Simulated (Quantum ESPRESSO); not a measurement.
## TaHf4WSnPd (input and log of a self-consistent run)

Simulated, not a measurement. The program is pw.x of Quantum ESPRESSO 7.5 (plane-wave density functional theory). The cell is made up: eight metal atoms on a face-centred cubic lattice, with elements, volume, strain and displacements drawn at random and not relaxed, so it may be unstable or far from any real phase. PseudoDojo standard norm-conserving files set the functional (PBE unless stated); there is no spin polarisation or spin-orbit coupling, the Fermi-Dirac width of 0.25 eV means electrons at about 2900 K, and the masses in the input are unused placeholders. The tin pseudopotential is less sure than most, with forces differing by about three percent from a second method on plain tin. Heavy elements are run without spin-orbit coupling, which real alloys of them have. A spin test at this wide smearing found no moment, but such smearing suppresses magnetism that the real alloy may have.

Input:

```
&control calculation='scf', pseudo_dir='./dojo.nc.sr.pbe.v0_5.standard.upf', outdir='./o', disk_io='minimal', tprnfor=.true., tstress=.true. /
&system ibrav=0, nat=8, ntyp=5, nbnd=71, ecutwfc=82.02448710, nosym=.true., tot_charge=0,
 occupations='smearing', smearing='fd', degauss=0.0183746611
/
&electrons conv_thr=1.470e-08, electron_maxstep=70, mixing_beta=0.5 /
ATOMIC_SPECIES
Hf 1.0 Hf.upf
Pd 1.0 Pd.upf
Sn 1.0 Sn.upf
Ta 1.0 Ta.upf
W 1.0 W.upf
CELL_PARAMETERS angstrom
2.1376 4.3676 2.2424
-0.0709 4.2876 -4.2537
-4.3962 4.4049 0.0464
ATOMIC_POSITIONS angstrom
Ta 0.0596 0.028 -0.0793
Hf -2.1737 2.1352 0.0868
Hf -0.108 2.0646 -2.0671
Hf -2.1722 4.3013 -2.2077
W -0.247 4.5058 0.0133
Sn -2.0969 6.5476 0.0918
Hf -0.2787 6.5499 -2.2745
Pd -2.0591 8.5396 -2.1949
K_POINTS automatic
5 5 5 1 1 1
```

The log is shortened where brackets say so; the opening notice, blank lines, dates and the lines on written files are dropped, and the path of the files is cut. It prints rydbergs, bohrs and kilobars, and counts compression as positive stress. Its total energy is the free energy E - TS of the whole cell.

```
     Program PWSCF v.7.5
     Parallel version (MPI & OpenMP), running on       4 processor cores
     Number of MPI processes:                 4
     Threads/MPI process:                     1
     [start-up lines left out]
     bravais-lattice index     =            0
     lattice parameter (alat)  =      10.1191  a.u.
     unit-cell volume          =    1104.9301 (a.u.)^3
     number of atoms/cell      =            8
     number of atomic types    =            5
     number of electrons       =       107.00
     number of Kohn-Sham states=           71
     kinetic-energy cutoff     =      82.0245  Ry
     charge density cutoff     =     328.0979  Ry
     scf convergence threshold =      1.5E-08
     mixing beta               =       0.5000
     number of iterations used =            8  plain     mixing
     Exchange-correlation= PBE
                           (   1   4   3   4   0   0   0)
     [axes and pseudopotential details left out]
   Cartesian axes
     site n.     atom                  positions (alat units)
         1        Ta     tau(   1) = (   0.0111303   0.0052290  -0.0148092  )
         2        Hf     tau(   2) = (  -0.4059367   0.3987469   0.0162098  )
         3        Hf     tau(   3) = (  -0.0201689   0.3855624  -0.3860293  )
         4        Hf     tau(   4) = (  -0.4056566   0.8032643  -0.4122862  )
         5        W      tau(   5) = (  -0.0461271   0.8414545   0.0024838  )
         6        Sn     tau(   6) = (  -0.3915944   1.2227590   0.0171436  )
         7        Hf     tau(   7) = (  -0.0520470   1.2231885  -0.4247610  )
         8        Pd     tau(   8) = (  -0.3845353   1.5947634  -0.4098958  )
     number of k points=    63  Fermi-Dirac smearing, width (Ry)=  0.0184
                       cart. coord. in units 2pi/alat
        k(    1) = (   0.0013670   0.1229492  -0.0019789), wk =   0.0320000
        k(    2) = (  -0.1830386   0.1813832   0.0599945), wk =   0.0320000
     [further k points left out]
     Dense  grid:   110881 G-vectors     FFT dimensions: (  60,  72,  72)
     Estimated max dynamical RAM per process >     463.19 MB
     Estimated total dynamical RAM >       1.73 GB
     Initial potential from superposition of free atoms
     starting charge     106.9895, renormalised to     107.0000
     Starting wfcs are   78 randomized atomic wfcs
     total cpu time spent up to now is        8.3 secs
     per-process dynamical memory:   366.6 Mb
     Self-consistent Calculation
     iteration #  1     ecut=    82.02 Ry     beta= 0.50
     Davidson diagonalization with overlap
     ethr =  1.00E-02,  avg # of iterations =  2.3
     total cpu time spent up to now is       26.6 secs
     total energy              =   -1153.24652750 Ry
     estimated scf accuracy    <      13.01091333 Ry
     iteration #  2     ecut=    82.02 Ry     beta= 0.50
     Davidson diagonalization with overlap
     ethr =  1.00E-02,  avg # of iterations =  3.0
     total cpu time spent up to now is       47.1 secs
     total energy              =   -1160.11425741 Ry
     estimated scf accuracy    <      32.15385983 Ry
     iteration #  3     ecut=    82.02 Ry     beta= 0.50
     Davidson diagonalization with overlap
     ethr =  1.00E-02,  avg # of iterations =  2.0
     total cpu time spent up to now is       64.6 secs
     total energy              =   -1162.10317064 Ry
     estimated scf accuracy    <       4.57365800 Ry
     iteration #  4     ecut=    82.02 Ry     beta= 0.50
     Davidson diagonalization with overlap
     ethr =  4.27E-03,  avg # of iterations =  1.2
     total cpu time spent up to now is       79.7 secs
     total energy              =   -1161.92523584 Ry
     estimated scf accuracy    <       2.39087317 Ry
     iteration #  5     ecut=    82.02 Ry     beta= 0.50
     Davidson diagonalization with overlap
     ethr =  2.23E-03,  avg # of iterations =  2.1
     total cpu time spent up to now is       95.4 secs
     total energy              =   -1161.68009898 Ry
     estimated scf accuracy    <       1.12702834 Ry
     [iterations 6 to 14 left out]
     iteration # 15     ecut=    82.02 Ry     beta= 0.50
     Davidson diagonalization with overlap
     ethr =  3.28E-09,  avg # of iterations =  1.9
     total cpu time spent up to now is      272.5 secs
     total energy              =   -1161.78072374 Ry
     estimated scf accuracy    <       0.00000011 Ry
     iteration # 16     ecut=    82.02 Ry     beta= 0.50
     Davidson diagonalization with overlap
     ethr =  1.02E-10,  avg # of iterations =  5.3
     total cpu time spent up to now is      292.3 secs
     total energy              =   -1161.78072377 Ry
     estimated scf accuracy    <       0.00000006 Ry
     iteration # 17     ecut=    82.02 Ry     beta= 0.50
     Davidson diagonalization with overlap
     ethr =  6.02E-11,  avg # of iterations =  2.0
     total cpu time spent up to now is      307.7 secs
     total energy              =   -1161.78072377 Ry
     estimated scf accuracy    <       0.00000002 Ry
     iteration # 18     ecut=    82.02 Ry     beta= 0.50
     Davidson diagonalization with overlap
     ethr =  2.02E-11,  avg # of iterations =  2.0
     total cpu time spent up to now is      323.1 secs
     total energy              =   -1161.78072378 Ry
     estimated scf accuracy    <       0.00000004 Ry
     iteration # 19     ecut=    82.02 Ry     beta= 0.50
     Davidson diagonalization with overlap
     ethr =  2.02E-11,  avg # of iterations =  1.0
     total cpu time spent up to now is      337.1 secs
     End of self-consistent calculation
     [lines on levels left out]
!    total energy              =   -1161.78072378 Ry
     estimated scf accuracy    <          4.1E-10 Ry
     smearing contrib. (-TS)   =      -0.12626745 Ry
     internal energy E=F+TS    =   -1161.65445633 Ry
     The total energy is F=E-TS. E is the sum of the following terms:
     one-electron contribution =    -299.16456585 Ry
     hartree contribution      =     199.33727190 Ry
     xc contribution           =    -263.23649100 Ry
     ewald contribution        =    -798.59067137 Ry
     convergence has been achieved in  19 iterations
     Forces acting on atoms (cartesian axes, Ry/au):
     atom    1 type  4   force =    -0.00600437   -0.02758218    0.00592372
     atom    2 type  1   force =    -0.05322641    0.00867376   -0.07617195
     atom    3 type  1   force =     0.02587035    0.02304358   -0.00727178
     atom    4 type  1   force =    -0.01224147   -0.01314315    0.02706893
     atom    5 type  5   force =     0.06091036   -0.03753923   -0.02781204
     atom    6 type  3   force =    -0.07428606    0.01717533    0.01663894
     atom    7 type  1   force =     0.10746032    0.00087660    0.02585428
     atom    8 type  2   force =    -0.04848271    0.02849529    0.03576990
     Total force =     0.201228     Total SCF correction =     0.000063
     Computing stress (Cartesian axis) and pressure
          total   stress  (Ry/bohr**3)                   (kbar)     P=        6.65
   0.00010215  -0.00004495  -0.00008970           15.03       -6.61      -13.20
  -0.00004495  -0.00001524  -0.00010305           -6.61       -2.24      -15.16
  -0.00008970  -0.00010305   0.00004873          -13.20      -15.16        7.17
     init_run     :      7.95s CPU      8.21s WALL (       1 calls)
     electrons    :    327.91s CPU    328.80s WALL (       1 calls)
     forces       :      3.30s CPU      3.33s WALL (       1 calls)
     stress       :     11.38s CPU     11.62s WALL (       1 calls)
     [timing details left out]
     PWSCF        :   5m50.69s CPU   5m52.13s WALL
     JOB DONE.
```

In other units: free energy -15806.832 eV for the cell, pressure 0.67 GPa, largest force component 2.763 eV/Å in size. The run took 354 s of wall time with four MPI processes on a shared machine (AMD EPYC, Zen 5, virtual cores), so the time is rough. A rerun of this cell at a higher cutoff and on a denser mesh moved values by no more than 0.004 eV in energy, 0.02 GPa in stress and 0.003 eV/Å in force, and a second program with other atomic files agreed on that cell to 2 % rms in force and 0.5 GPa in pressure.